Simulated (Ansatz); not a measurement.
Sb$_{3}$Au:
```xyz
4
Lattice="-2.9588 2.9588 2.9588 2.9588 -2.9588 2.9588 2.9588 2.9588 -2.9588" Properties=species:S:1:pos:R:3 pbc="T T T"
Sb     2.9588     0.0000     0.0000
Sb     0.0000     2.9588     0.0000
Sb     0.0000     0.0000     2.9588
Au     0.0000     0.0000     0.0000
```

Relaxed with r²SCAN. Special points in fractions of this cell's reciprocal vectors: Γ (0.000, 0.000, 0.000); H (0.500, -0.500, 0.500); N (0.000, 0.000, 0.500); P (0.250, 0.250, 0.250).

Question: List the band energies nearest the Fermi level at these points for the program Ansatz at the r²SCAN level (PAW).

Answer: In eV from the Fermi level; about four levels below and three above (degenerate sets whole), none deeper than 8.9 eV; points with the same levels are listed once.

| k | below | above |
|---|---|---|
| Γ | -1.72 -1.72 -1.72 -1.01 | 4.05 4.05 4.05 |
| H | -3.87 -3.87 -0.22 -0.22 -0.22 | 0.73 6.89 6.89 6.89 |
| N | -3.20 -2.42 -0.62 -0.03 | 0.11 1.33 2.86 |
| P | -4.35 -4.35 -4.35 -0.49 -0.49 -0.49 | 1.36 1.36 1.36 |

Space group Im-3m. The workflow started from an entry of the Crystallography Open Database (COD). Its standing as an ambient phase is unchecked. The r²SCAN relaxation kept the symmetry of its start; whether a distortion lowers the energy is not shown. Scalar-relativistic: spin–orbit coupling is off unless named, which matters more the heavier the elements.

Potentials: the later of the program's two PAW sets.
